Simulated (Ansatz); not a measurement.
Input:

Pd:
```yaml
crystal:
  lattice:
    - [0.00000, 2.90419, 2.90419]
    - [2.90419, 0.00000, 2.90419]
    - [2.90419, 2.90419, 0.00000]
  atoms:
    - { symbol: Pd, position: [0.00000, 0.00000, 0.00000] }
    - { symbol: Pd, position: [0.25000, 0.25000, 0.25000] }
```

This is the PBE-relaxed structure.

**Question.** All from DFT-PBE in the program Ansatz with PAW potentials, unless another level is named. Give the density of states at the Fermi level.

**Answer.** 4.6 states/eV per atom (mean over ±0.08 eV).

**Question.** Give the gap with spin–orbit coupling.

**Answer.** none (metallic).

Space group Fd-3m (diamond). The start of the workflow was typed in or built on a structure type; neither database checked (COD, Materials Project) lists it. It is not the phase usual at ambient conditions (space group No. 225). Symmetry was held in the PBE relaxation; whether a distortion lowers the energy is not shown. No spin polarisation was allowed. Spin–orbit coupling is left out wherever it is not named.

Potentials: the later of the program's two PAW sets.
